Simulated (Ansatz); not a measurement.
## Sn: from a starting cell to a relaxed one

The start is a generated trial cell of Sn in the AFLOW prototype A_oP8_62_2c (A_c). The cell and all atomic positions are relaxed at zero pressure with r2SCAN (plane waves to 500 eV, PAW, scalar-relativistic; Ansatz, a first-principles code). The first steps use a coarse 5×6×6 k-mesh.

Input geometry:
```
CELL_PARAMETERS angstrom
      7.49993     0.00000     0.00000
      0.00000     5.31625     0.00000
      0.00000     0.00000     5.50085
ATOMIC_POSITIONS crystal
  Sn 0.46400 0.25000 0.29200
  Sn 0.96400 0.25000 0.20800
  Sn 0.53600 0.75000 0.70800
  Sn 0.03600 0.75000 0.79200
  Sn 0.18100 0.25000 0.65800
  Sn 0.68100 0.25000 0.84200
  Sn 0.81900 0.75000 0.34200
  Sn 0.31900 0.75000 0.15800
```

Problem. Which atoms feel the largest initial force, and how large is it?

Solution. 0.48 eV/Å, on Sn5, Sn6, Sn7, Sn8 (atoms numbered as listed).

Problem. What symmetry does the relaxed structure have?

Solution. The space group goes from Pnma (No. 62) to P6/mmm (No. 191); the end is AFLOW prototype A_hP1_191_a (A_f, as in Sn), with 1 atom in the primitive cell.

Problem. How do the shortest distances between atoms change?

Solution. The closest pairs of elements (up to four, under 3.6 Å), start → end: Sn–Sn 2.93 → 3.04 Å.

Problem. What band gap does the relaxed structure have at this level?

Solution. No gap (metallic).

Problem. Give the final cell and atomic positions.

Solution. 
Space group P6/mmm (No. 191); a = b = 3.237 Å, c = 3.045 Å, α = β = 90.00°, γ = 120.00°

```csv
atom,site,symmetry,x,y,z
Sn,1b,6/mmm,0.0000,0.0000,0.5000
```

Final values are on a 17×17×15 k-mesh of the relaxed cell. No spin polarisation in the result.

The run could not lose the symmetry of its start; a randomly shaken copy of 2 atoms returns to this structure.

The relaxed structure here is a generated cell of Sn: the first start was made by placing the elements on the sites of a structure type, and the end was not matched to a known phase here, so it may be hypothetical. Known forms of Sn include space group No. 141, 227.
